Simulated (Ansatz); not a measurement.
Input file for Ansatz (a quantum-chemistry and plane-wave program):

Ansatz 0.2 input:
```yaml
crystal:
  lattice:
    - [3.4346882551, 0.0, 0.0]
    - [-1.7173441275, 2.974527283, 0.0]
    - [0.0, 0.0, 35.0]
  periodic: [true, true, false]
  atoms:
    - { symbol: Cd, position: [0.0, 0.0, 0.5] }
    - { symbol: H, position: [0.3333333333, 0.6666666667, 0.4411318981] }
    - { symbol: O, position: [0.3333333333, 0.6666666667, 0.4685344861] }
    - { symbol: H, position: [0.6666666667, 0.3333333333, 0.5588681019] }
    - { symbol: O, position: [0.6666666667, 0.3333333333, 0.5314655139] }
kpoints:
  mp_grid: { grid: [12, 12, 1] }
hamiltonian:
  xc: r2scan
  dispersion: d4
  pseudopotentials: { kind: paw }
scf:
  occupations: { method: gaussian, width: 0.005 }
relax:
  f_tol: 0.005
  max_steps: 150
output:
  eigenvalues: true
  stress: true
  write_potential: true
  volumetric_format: []
```

Output (shortened):

```
WARN output.stress: scf.convergence.dr2_threshold = 2.5e-8 eV (the default of a walk held to its f_tol) is looser than the 5e-10 eV advised for a printed …
Pseudopotential: Cd, paw, valence charge 20
Pseudopotential: H, paw, valence charge 1
Pseudopotential: O, paw, valence charge 6
Functional definition: r2SCAN
Crystal: 5 atoms, lattice volume = 357.580 Å³
Basis set: ecut = 500 eV, 9115 PW (Γ), exchange–correlation on 108×108×1024 points (64 copies of the dense FFT grid, shifted against one another)
Bands: 22, of which v1, the nominal top of the filled ones, is band 17 counted from 1 (16 counted from 0)
Symmetry: 12 space group operations
Space group: P-3m1 (ITA 164), of the structure as read, at distance tolerance 7.1e-5 Å
k-points: 19 of 144
SCF iter   1: F=—  HF=-9437.731990 eV  |F-HF|=—  |Δ(HF+E_count)|=         —  Δρ=3.65e-3  dr2=5.16e-2  dr2_τ=2.28e-1  ethr=1.77e-3  ⟨swp⟩=10.5  Hψ=2708  notcnv=0
preconditioner: auto → Resta (q_TF=auto, 1.843 Å⁻¹)
SCF iter   2: F=—  HF=-9437.699418 eV  |F-HF|=—  |Δ(HF+E_count)|=   3.26e-2  Δρ=2.46e-3  dr2=9.37e-3  dr2_τ=2.47e-3  ethr=1.52e-4  ⟨swp⟩=4.3  Hψ=1043  notcnv=0  defer=19
SCF iter   3: F=—  HF=-9437.699869 eV  |F-HF|=—  |Δ(HF+E_count)|=   4.52e-4  Δρ=9.21e-4  dr2=2.22e-3  dr2_τ=3.08e-4  ethr=2.76e-5  ⟨swp⟩=4.0  Hψ=882  notcnv=0  defer=19
SCF iter   4: F=—  HF=-9437.699783 eV  |F-HF|=—  |Δ(HF+E_count)|=   8.67e-5  Δρ=1.01e-4  dr2=2.82e-5  dr2_τ=5.63e-6  ethr=6.54e-6  ⟨swp⟩=5.9  Hψ=919  notcnv=0  defer=19
SCF iter   5: F=—  HF=-9437.699922 eV  |F-HF|=—  |Δ(HF+E_count)|=   1.39e-4  Δρ=5.07e-5  dr2=4.39e-6  dr2_τ=6.71e-7  ethr=8.30e-8  ⟨swp⟩=3.3  Hψ=1205  notcnv=0  defer=19
SCF iter   6: F=-9437.699948 eV  HF=-9437.699948 eV  |F-HF|=2.56e-9  |Δ(HF+E_count)|=   2.66e-5  Δρ=1.32e-5  dr2=3.43e-7  dr2_τ=4.11e-8  ethr=1.84e-9  ⟨swp⟩=20.0  Hψ=4431  notcnv=0
SCF 1 converged in 6 iterations: F = -9437.699948 eV  dr2 = 3.43e-7
relax step   1: F+E_penalty+E_count = -9437.69994848 eV  Δ(F+E_penalty+E_count) = +0.000e0 eV  max|allowed force component| = 3.353e-1 eV/Å  Δτ_max = 0.0000 Å  (6 SCF iters, dr2 threshold 6.25e-7 eV, accepted)
Crystal: 5 atoms, lattice volume = 357.580 Å³
iter 1 solved again at ethr=1.58e-4 eV; its pass at ethr=3.10e-3 eV (dr2=5.38e-2 eV) is discarded
SCF iter   1: F=—  HF=-9437.717002 eV  |F-HF|=—  |Δ(HF+E_count)|=         —  Δρ=5.39e-3  dr2=5.75e-2  dr2_τ=1.81e-1  ethr=1.58e-4  ⟨swp⟩=2.7  Hψ=1945  notcnv=0  defer=19
preconditioner: auto → Resta (q_TF=auto, 1.843 Å⁻¹)
SCF iter   2: F=—  HF=-9437.707333 eV  |F-HF|=—  |Δ(HF+E_count)|=   9.67e-3  Δρ=2.20e-3  dr2=4.34e-3  dr2_τ=1.08e-3  ethr=1.58e-4  ⟨swp⟩=3.9  Hψ=795  notcnv=0  defer=19
SCF iter   3: F=—  HF=-9437.709153 eV  |F-HF|=—  |Δ(HF+E_count)|=   1.82e-3  Δρ=7.23e-4  dr2=5.99e-4  dr2_τ=1.25e-4  ethr=1.28e-5  ⟨swp⟩=4.2  Hψ=882  notcnv=0  defer=19
SCF iter   4: F=—  HF=-9437.709688 eV  |F-HF|=—  |Δ(HF+E_count)|=   5.35e-4  Δρ=2.82e-4  dr2=1.72e-4  dr2_τ=2.79e-5  ethr=1.76e-6  ⟨swp⟩=4.3  Hψ=910  notcnv=0  defer=20
SCF iter   5: F=—  HF=-9437.709730 eV  |F-HF|=—  |Δ(HF+E_count)|=   4.18e-5  Δρ=5.71e-5  dr2=8.56e-6  dr2_τ=9.39e-7  ethr=5.05e-7  ⟨swp⟩=3.7  Hψ=854  notcnv=0  defer=20
SCF iter   6: F=-9437.709736 eV  HF=-9437.709735 eV  |F-HF|=1.59e-6  |Δ(HF+E_count)|=   5.32e-6  Δρ=2.20e-5  dr2=6.98e-7  dr2_τ=5.73e-8  ethr=2.07e-8  ⟨swp⟩=22.2  Hψ=4307  notcnv=0
SCF 2 converged in 6 iterations: F = -9437.709736 eV  dr2 = 6.98e-7
relax step   2: F+E_penalty+E_count = -9437.70973645 eV  Δ(F+E_penalty+E_count) = -9.788e-3 eV  max|allowed force component| = 7.956e-2 eV/Å  Δτ_max = 0.0466 Å  (6 SCF iters, dr2 threshold 7.03e-6 eV, accepted)
Crystal: 5 atoms, lattice volume = 357.580 Å³
SCF iter   1: F=—  HF=-9437.709345 eV  |F-HF|=—  |Δ(HF+E_count)|=         —  Δρ=1.36e-3  dr2=3.27e-3  dr2_τ=1.20e-2  ethr=1.17e-4  ⟨swp⟩=4.1  Hψ=1138  notcnv=0  defer=19
preconditioner: auto → Resta (q_TF=auto, 1.843 Å⁻¹)
SCF iter   2: F=—  HF=-9437.710755 eV  |F-HF|=—  |Δ(HF+E_count)|=   1.41e-3  Δρ=6.06e-4  dr2=3.45e-4  dr2_τ=6.33e-5  ethr=9.63e-6  ⟨swp⟩=4.2  Hψ=985  notcnv=0  defer=19
SCF iter   3: F=—  HF=-9437.710993 eV  |F-HF|=—  |Δ(HF+E_count)|=   2.38e-4  Δρ=1.44e-4  dr2=2.19e-5  dr2_τ=4.37e-6  ethr=1.02e-6  ⟨swp⟩=4.0  Hψ=894  notcnv=0  defer=19
SCF iter   4: F=—  HF=-9437.711021 eV  |F-HF|=—  |Δ(HF+E_count)|=   2.83e-5  Δρ=3.91e-5  dr2=2.89e-6  dr2_τ=4.75e-7  ethr=6.44e-8  ⟨swp⟩=3.4  Hψ=826  notcnv=0  defer=19
SCF iter   5: F=—  HF=-9437.711023 eV  |F-HF|=—  |Δ(HF+E_count)|=   2.45e-6  Δρ=1.41e-5  dr2=4.95e-7  dr2_τ=5.71e-8  ethr=1.16e-9  ⟨swp⟩=20.5  Hψ=4102  notcnv=0
SCF iter   6: F=-9437.711024 eV  HF=-9437.711023 eV  |F-HF|=6.70e-8  |Δ(HF+E_count)|=   2.23e-8  Δρ=4.31e-6  dr2=3.44e-8  dr2_τ=3.73e-9  ethr=1.16e-9  ⟨swp⟩=12.8  Hψ=3342  notcnv=0
SCF 3 converged in 6 iterations: F = -9437.711024 eV  dr2 = 3.44e-8
relax step   3: F+E_penalty+E_count = -9437.71102354 eV  Δ(F+E_penalty+E_count) = -1.287e-3 eV  max|allowed force component| = 8.218e-3 eV/Å  Δτ_max = 0.0123 Å  (6 SCF iters, dr2 threshold 3.96e-7 eV, accepted)
Crystal: 5 atoms, lattice volume = 357.580 Å³
SCF iter   1: F=—  HF=-9437.711024 eV  |F-HF|=—  |Δ(HF+E_count)|=         —  Δρ=2.05e-5  dr2=7.34e-7  dr2_τ=2.87e-6  ethr=1.19e-8  ⟨swp⟩=2.0  Hψ=1012  notcnv=0  defer=3
preconditioner: auto → Resta (q_TF=auto, 1.843 Å⁻¹)
SCF iter   2: F=—  HF=-9437.711025 eV  |F-HF|=—  |Δ(HF+E_count)|=   1.26e-7  Δρ=8.46e-6  dr2=6.20e-8  dr2_τ=1.49e-8  ethr=2.16e-9  ⟨swp⟩=2.0  Hψ=787  notcnv=0  defer=2
SCF iter   3: F=-9437.711025 eV  HF=-9437.711025 eV  |F-HF|=3.58e-10  |Δ(HF+E_count)|=   3.15e-8  Δρ=3.27e-6  dr2=1.30e-8  dr2_τ=2.62e-9  ethr=7.35e-11  ⟨swp⟩=13.5  Hψ=3389  notcnv=0
SCF 4 converged in 3 iterations: F = -9437.711025 eV  dr2 = 1.30e-8
relax step   4: F+E_penalty+E_count = -9437.71102466 eV  Δ(F+E_penalty+E_count) = -1.111e-6 eV  max|allowed force component| = 1.833e-3 eV/Å  Δτ_max = 0.0002 Å  (3 SCF iters, accepted)
Crystal: 5 atoms, lattice volume = 357.580 Å³
iter 1 solved again at ethr=3.75e-11 eV; its pass at ethr=3.10e-3 eV (dr2=1.28e-8 eV) is discarded
SCF iter   1: F=—  HF=-9437.711025 eV  |F-HF|=—  |Δ(HF+E_count)|=         —  Δρ=3.27e-6  dr2=1.30e-8  dr2_τ=2.62e-9  ethr=3.75e-11  ⟨swp⟩=1.1  Hψ=1734  notcnv=0
preconditioner: auto → Resta (q_TF=auto, 1.843 Å⁻¹)
iter 2 met the thresholds in force, and the SCF goes on: an eigenvalue changes by 9.17 meV, over its tolerance of 5.00 meV (output.eigenvalues, Limitations)
SCF iter   2: F=-9437.711025 eV  HF=-9437.711025 eV  |F-HF|=2.32e-9  |Δ(HF+E_count)|=   2.73e-9  Δρ=1.47e-6  dr2=2.20e-9  dr2_τ=8.43e-10  ethr=3.75e-11  ⟨swp⟩=11.7  Hψ=3132  notcnv=0
iter 3 met the thresholds in force, and the SCF goes on: an eigenvalue changes by 8.39 meV, over its tolerance of 5.00 meV (output.eigenvalues, Limitations)
SCF iter   3: F=-9437.711025 eV  HF=-9437.711025 eV  |F-HF|=2.24e-9  |Δ(HF+E_count)|=   1.01e-9  Δρ=8.44e-7  dr2=3.51e-10  dr2_τ=1.06e-10  ethr=6.48e-12  ⟨swp⟩=7.4  Hψ=2598  notcnv=0
Mixer restart at iter 3: flushing history
SCF iter   4: F=-9437.711025 eV  HF=-9437.711025 eV  |F-HF|=6.37e-11  |Δ(HF+E_count)|=   2.32e-9  Δρ=1.45e-7  dr2=5.70e-11  dr2_τ=5.21e-12  ethr=1.03e-12  ⟨swp⟩=8.5  Hψ=2785  notcnv=0
SCF 5 converged in 4 iterations: F = -9437.711025 eV  dr2 = 5.70e-11
WARN: The output density's exchange-correlation potential varies sharply where the density is thin …
the relaxation is at rest under the 12 symmetry operations that the run kept from its start: a minimum is not shown …
SCF converged after 4 iterations
Stability not checked: this state was not tested for a lower state beside it, because too few of the mixer's solves of this state at the end of the SCF gave a …
an eigenvalue changed by more than its tolerance at an iteration that met the thresholds in force, so the SCF went on 2 times, its first undamped step at …
Free energy (F): -9437.711025 eV
Harris-Foulkes:  -9437.711025 eV  (|F-HF|=6.37e-11)
Internal energy: -9437.711025 eV  (E = F + TS)
E sigma→0 (E₀):  -9437.711025 eV
Fermi energy:    -3.095584 eV
--- Per-component energies (eV) ---
  E_band       = -901.136670
  E_kinetic    = 887.337350
  E_local      = -82650.614943  (includes V_loc(G=0)·N_el)
  E_nonlocal   = 136.740793
  E_hartree    = 40908.214299
  E_xc         = -331.855390
  E_vxc        = -481.813990  (∫ρ·V_xc dr)
  E_paw        = -4430.940677  (= ΣΔE_a)
  E_vpaw       = -642.231745  (= ΣTr[D̂ρ^β])
  E_aug_tail   = 0.001162  (compensation charges beyond the density's cutoff)
  E_vtau       = 33.015462  (kinetic-family band-sum trace: ∫τ·v_τ [+ j·A + Jᵃ·Aᵃ] dr)
  E_ewald      = 36044.189790
  E_disp       = -0.154756  (pairwise vdW)
  E_core_change = -0.628653  (= ΣΔE_core)
  E_smearing   =  0.000000  (= −TS)
  E_closure    = 0.000000  (closes the sum)
  Σ components = -9437.711025   (vs F -9437.711025, Δ=0.00e0)
  [band-id]    e_kinetic+e_local+e_nonlocal+2·e_hartree+e_vxc+e_vpaw+e_augmentation_tail+e_vtau = -901.137312   (vs E_band -901.136670, Δ=-6.42e-4)
--- Forces (eV/Å), atoms counted from 1 ---
  atom   1  Cd     0.00000000     0.00000000     0.00000000
  atom   2  H      0.00000000     0.00000000     0.00169626
  atom   3  O      0.00000000     0.00000000    -0.00177081
  atom   4  H      0.00000000     0.00000000    -0.00169626
  atom   5  O      0.00000000     0.00000000     0.00177081
  max |Σ_I F_I| component: 2.31e-18 eV/Å
--- 2D stress c σ (N/m, compression-positive) ---
        1.507150       0.000000       0.000000
        0.000000       1.507150       0.000000
        0.000000       0.000000       0.000000
  P = ½ c Tr σ = 1.5071 N/m
--- Band table (eV; the first three rows and the last of 19) ---
  k-point 0: bands = ["-106.6447", "-66.8609", "-66.8372", "-66.8372", "-23.8413", "-23.4817", "-12.1252", "-10.9632", "-10.9632", "-10.1395", "-10.1395", "-9.6586", "-9.4602", "-5.6335", "-5.6335", "-4.5470", "-4.5470", "-1.6441 (-1.6441°)", "-0.4989 …
  k-point 1: bands = ["-106.6447", "-66.8609", "-66.8377", "-66.8373", "-23.8212", "-23.4810", "-12.0661", "-11.0560", "-10.9307", "-10.1647", "-10.1507", "-9.5061", "-9.4818", "-5.8229", "-5.6589", "-4.7130", "-4.5699", "-1.4028 (-1.4028°)", "-0.3656 …
  k-point 2: bands = ["-106.6446", "-66.8607", "-66.8392", "-66.8377", "-23.7659", "-23.4793", "-11.9039", "-11.2254", "-10.8469", "-10.2357", "-10.1705", "-9.5456", "-9.1615", "-6.2508", "-5.7500", "-5.1420", "-4.6145", "-0.7959 (-0.7959°)", "0.0025 …
  k-point 18: bands = ["-106.6443", "-66.8598", "-66.8430", "-66.8430", "-23.4828", "-23.4828", "-11.3258", "-11.3258", "-10.5445", "-10.5445", "-10.1387", "-8.8587", "-8.8587", "-7.8624", "-6.5094", "-5.7233", "-5.7233", "3.8446 (3.8446°)", "3.9639 …
  ° read free of the cell's end (the report's vacuum.weakly_bound_levels)
--- Relaxed structure (4 steps of the walk, 4 accepted, 0 SCFs on fresh bases) ---
  F+E_penalty+E_count = -9437.71102466 eV   max|allowed force component| = 1.833e-3 eV/Å
  cell:  # Å, volume = 357.5801 Å³
    - [3.4346882551019364, -2.8867549392003846e-11, 0.0]
    - [-1.7173441275259682, 2.974527283012757, 0.0]
    - [0.0, 0.0, 35.0]
  atoms:
    - { symbol: Cd, position: [0.0, 0.0, 0.5] }
    - { symbol: H, position: [0.3333333333333333, 0.6666666666666667, 0.4401588810928685] }
    - { symbol: O, position: [0.3333333333333333, 0.6666666666666667, 0.4675426721462581] }
    - { symbol: H, position: [0.6666666666666666, 0.3333333333333333, 0.5598411189071316] }
    - { symbol: O, position: [0.6666666666666666, 0.3333333333333333, 0.532457327853742] }
```

Cost: around 100 core-seconds (rough) on shared cores.

This run is a variant of the relaxed cell: strain -2 % along x, -2 % along y, atoms relaxed.

The layer was cut from a bulk entry of the Materials Project (measured or hypothetical); whether that bulk phase is the ambient one, and whether the layer has been isolated, was not checked. The strained cell keeps its size and symmetry.

Potentials: the later of the program's two PAW sets.

Ansatz is a plane-wave DFT program.
